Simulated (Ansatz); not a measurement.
LiNbSe2:
```
CELL_PARAMETERS angstrom
      3.52402     0.00000     0.00000
     -1.76201     3.05189     0.00000
      0.00000     0.00000    13.55653
ATOMIC_POSITIONS crystal
  Li 0.00000 0.00000 0.00000
  Li 0.00000 0.00000 0.50000
  Nb 0.00000 0.00000 0.25000
  Nb 0.00000 0.00000 0.75000
  Se 0.33333 0.66667 0.12770
  Se 0.66667 0.33333 0.87230
  Se 0.66667 0.33333 0.62770
  Se 0.33333 0.66667 0.37230
```

Relaxed with r²SCAN. Independent-particle spectrum: no excitons, no local fields, no scissors shift; 0.1 eV broadening; ε₁ of the summed bands alone.

Tabulate the dielectric function from DFT-r²SCAN in the program Ansatz with PAW potentials.



```csv
E (eV),ε₁ xx,ε₂ xx,ε₁ zz,ε₂ zz
0.0,14.96,0.00,9.10,0.00
0.4,15.31,0.00,9.17,0.00
0.8,16.57,0.00,9.39,0.00
1.2,20.19,0.01,9.84,0.00
1.6,23.18,9.27,10.84,0.10
2.0,22.14,26.04,13.20,3.66
2.4,4.09,21.66,9.77,2.54
2.8,-1.03,12.75,10.99,1.71
3.2,-1.04,5.50,11.14,5.13
3.6,7.09,1.73,11.53,3.55
4.0,13.82,7.33,15.86,6.12
4.4,4.19,14.27,10.76,9.60
4.8,2.05,10.21,12.69,10.35
5.2,0.26,10.00,6.33,18.24
5.6,-0.27,8.61,0.55,14.04
6.0,0.23,7.71,-0.69,10.56
6.4,-2.06,7.63,-0.13,7.55
6.8,-0.67,4.86,2.09,6.91
7.2,-0.59,5.12,1.97,7.78
7.6,-0.41,4.38,3.85,9.65
8.0,-0.02,4.68,-1.08,13.41
8.4,-0.20,3.91,-5.75,8.73
8.8,0.74,3.48,-3.97,4.68
9.2,1.23,4.63,-2.53,4.97
9.6,0.87,5.50,-2.41,4.31
10.0,-0.12,5.50,-2.64,4.57
10.4,-1.48,5.45,-2.40,4.01
10.8,-2.26,4.44,-2.74,4.07
11.2,-2.28,3.47,-3.46,2.47
11.6,-2.26,3.06,-2.40,1.89
12.0,-2.02,2.33,-2.06,2.00
```

From ε at 2.0 eV (xx: 22.14 + 26.04i), find n, k, the normal reflectivity and the absorption coefficient.

n = 5.31, k = 2.454, R = 54 %, α = 2kE/ħc = 500000 cm⁻¹.

With all bands, ε∞ without local fields is 15.0 (xx = yy), 9.16 (zz).

Space group P6_3/mmc. The first step of the workflow began from a Materials Project structure, measured or hypothetical; the Crystallography Open Database copy checked does not list it. Its standing as an ambient phase is unchecked. Symmetry was held in the r²SCAN relaxation; whether a distortion lowers the energy is not shown. No spin polarisation was allowed. Scalar-relativistic: spin–orbit coupling is off unless named, which matters more the heavier the elements.

Potentials: the later of the program's two PAW sets.
